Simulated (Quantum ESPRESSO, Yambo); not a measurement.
## Levels of theory for the gap of SrBrOH

SrBrOH (space group C2/m, No. 12): one geometry, one set of norm-conserving LDA (Quantum ESPRESSO, 84 Ry, no spin-orbit coupling) orbitals, self-energies from Yambo (4×4×2 Γ-centred k mesh, 179 bands and a 6 Ry block in the screening, 179 bands in G with the Bruneval-Gonze terminator, plasmon pole fitted at 27.2 eV).

The geometry is that of Materials Project entry mp-1080045, symmetrised and not relaxed again.

```tsv
level	gap Γ → Γ (eV)	rough Yambo cost
LDA (Quantum ESPRESSO)	3.95	–
exchange only (Hartree-Fock self-energy on LDA orbitals)	12.65	about 1/10 (12 states)
static COHSEX@LDA	7.37	within a factor of two (2 states)
G0W0@LDA, plasmon pole	6.36	1 (12 states)
```

Bare exchange has no screening and gives the widest gap; static COHSEX screens it but leaves out the frequency dependence, which G0W0 restores. All rows use the LDA edge points; in the exchange only run other k points give a smaller gap, 12.16 eV.

Costs are rough ratios of core time on shared machines.

Convergence of the G0W0 settings was not tested.

Spin-orbit splittings are left out.

The structure is a Materials Project entry; no match was found in the copy of COD used, and its stability was not checked.
